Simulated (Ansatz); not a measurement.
Here is the system:

BeSe:
Space group F-43m (No. 216); a = b = c = 5.129 Å, α = β = γ = 90.00°

```tsv
atom	site	symmetry	x	y	z
Be	4a	-43m	0.0000	0.0000	0.0000
Se	4c	-43m	0.2500	0.2500	0.2500
```
(The calculation used a cell of 2 atoms; values per cell refer to that cell.)

This is the PBEsol-relaxed structure.

### Question
All from PBEsol (plane waves, PAW; program Ansatz), unless another level is named. Predict the electronic dielectric constant ε∞ (DFPT).

### Answer
6.11.

### Question
Next, the Born charges (a third of the trace)?

### Answer
Be +1.53, Se -1.53 e.

### Question
Next, the largest static χ(2) component?

### Answer
4.8 pm/V.

Symmetry was held in the PBEsol relaxation. Scalar-relativistic: spin–orbit coupling is off unless named, which matters more the heavier the elements.

Potentials: the earlier of the program's two PAW sets. The files were generated under PBE; for other functionals the program regenerates the frozen cores, and for LDA and PBEsol the local potential too.
